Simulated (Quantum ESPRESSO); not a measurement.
## Band energies of Cs₂NaScF₆

```
CELL_PARAMETERS angstrom
      0.00000     4.49645     4.49645
      4.49645     0.00000     4.49645
      4.49645     4.49645     0.00000
ATOMIC_POSITIONS crystal
  F  0.77144 0.22856 0.22856
  F  0.22856 0.77144 0.77144
  F  0.22856 0.77144 0.22856
  F  0.77144 0.22856 0.77144
  F  0.22856 0.22856 0.77144
  F  0.77144 0.77144 0.22856
  Na 0.50000 0.50000 0.50000
  Sc 0.00000 0.00000 0.00000
  Cs 0.75000 0.75000 0.75000
  Cs 0.25000 0.25000 0.25000
```

PBEsol (Quantum ESPRESSO, PseudoDojo norm-conserving, 88 Ry, no spin-orbit coupling); path ΓXWKΓLUWLK,UX; energies in eV from the valence-band maximum.

| k (1/Å) | point | band 36 | band 37 | band 38 | band 39 | band 40 | band 41 | band 42 | band 43 |
|---|---|---|---|---|---|---|---|---|---|
| 0.00 | Γ | -0.10 | -0.10 | 0.00 | 0.00 | 0.00 | 6.84 | 6.84 | 6.84 |
| 0.23 |  | -0.15 | -0.15 | -0.03 | -0.03 | 0.00 | 6.85 | 6.87 | 6.87 |
| 0.47 |  | -0.20 | -0.20 | -0.13 | -0.13 | -0.01 | 6.88 | 6.94 | 6.94 |
| 0.70 | X | -0.21 | -0.21 | -0.20 | -0.20 | -0.01 | 6.89 | 6.97 | 6.97 |
| 0.70 | W | -0.38 | -0.27 | -0.23 | -0.08 | -0.08 | 6.93 | 6.93 | 6.97 |
| 0.95 | K | -0.34 | -0.23 | -0.17 | -0.17 | -0.03 | 6.90 | 6.95 | 6.96 |
| 1.13 |  | -0.35 | -0.24 | -0.12 | -0.12 | -0.05 | 6.91 | 6.92 | 6.93 |
| 1.50 |  | -0.14 | -0.13 | -0.02 | -0.01 | -0.01 | 6.86 | 6.86 | 6.86 |
| 1.69 | Γ | -0.10 | -0.10 | 0.00 | 0.00 | 0.00 | 6.84 | 6.84 | 6.84 |
| 1.89 |  | -0.13 | -0.13 | -0.02 | -0.01 | -0.01 | 6.86 | 6.86 | 6.86 |
| 2.29 | L | -0.16 | -0.16 | -0.10 | -0.09 | -0.09 | 6.90 | 6.90 | 6.93 |
| 2.51 |  | -0.28 | -0.21 | -0.12 | -0.11 | -0.06 | 6.90 | 6.92 | 6.94 |
| 2.72 | U | -0.34 | -0.23 | -0.17 | -0.17 | -0.03 | 6.90 | 6.95 | 6.96 |
| 2.72 | W | -0.38 | -0.27 | -0.23 | -0.08 | -0.08 | 6.93 | 6.93 | 6.97 |
| 2.84 |  | -0.36 | -0.26 | -0.20 | -0.08 | -0.08 | 6.92 | 6.92 | 6.96 |
| 2.97 |  | -0.30 | -0.23 | -0.15 | -0.08 | -0.07 | 6.91 | 6.92 | 6.94 |
| 3.21 | L | -0.16 | -0.16 | -0.10 | -0.09 | -0.09 | 6.90 | 6.90 | 6.93 |
| 3.32 |  | -0.20 | -0.18 | -0.11 | -0.09 | -0.08 | 6.90 | 6.90 | 6.93 |
| 3.43 |  | -0.28 | -0.21 | -0.12 | -0.11 | -0.06 | 6.90 | 6.92 | 6.94 |
| 3.64 | K | -0.34 | -0.23 | -0.17 | -0.17 | -0.03 | 6.90 | 6.95 | 6.96 |
| 3.64 | U | -0.34 | -0.23 | -0.17 | -0.17 | -0.03 | 6.90 | 6.95 | 6.96 |
| 3.89 | X | -0.21 | -0.21 | -0.20 | -0.20 | -0.01 | 6.89 | 6.97 | 6.97 |

The PBEsol gap is direct, 6.84 eV at Γ. Another valence extremum on the path lies within 0.02 eV, too close to call.

Geometry of the Materials Project entry, not relaxed at this level.

The structure is a Materials Project entry; no match was found in the copy of COD used, and its stability was not checked.
